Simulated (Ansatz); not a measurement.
ZrPbO3 (cubic perovskite)

```
CELL_PARAMETERS angstrom
      4.14129     0.00000     0.00000
      0.00000     4.14129     0.00000
      0.00000     0.00000     4.14129
ATOMIC_POSITIONS crystal
  Zr 0.00000 0.00000 0.00000
  Pb 0.50000 0.50000 0.50000
  O  0.50000 0.00000 0.00000
  O  0.00000 0.50000 0.00000
  O  0.00000 0.00000 0.50000
```

This relaxed cell (volume V₀) is scaled evenly in all directions, its shape held. Symmetry pins the atoms to their sites.

Computed with PBEsol (plane waves to 420 eV, PAW, scalar-relativistic; Ansatz, an electronic-structure program). k mesh 8×8×8 (Γ-centred), Fermi-Dirac smearing 0.05 eV. Stress and pressure are positive under compression. Spin-orbit coupling is left out, though Pb is heavy. This is a high-temperature form of ZrPbO3. ZrPbO3 is run without spin polarisation. ZrPbO3 was relaxed with its symmetry unable to fall.

At one point of the scan the stress tensor (GPa) is:

```
    5.9      0.0      0.0
    0.0      5.9      0.0
    0.0      0.0      5.9
```

Task: Which point is it?
A. V/V₀ = 0.936
B. V/V₀ = 0.968
C. V/V₀ = 0.904
D. V/V₀ = 0.872

Result: B, V/V₀ = 0.968

(Under strain, the slope of the energy per volume gives the stress and its curvature an elastic modulus.)
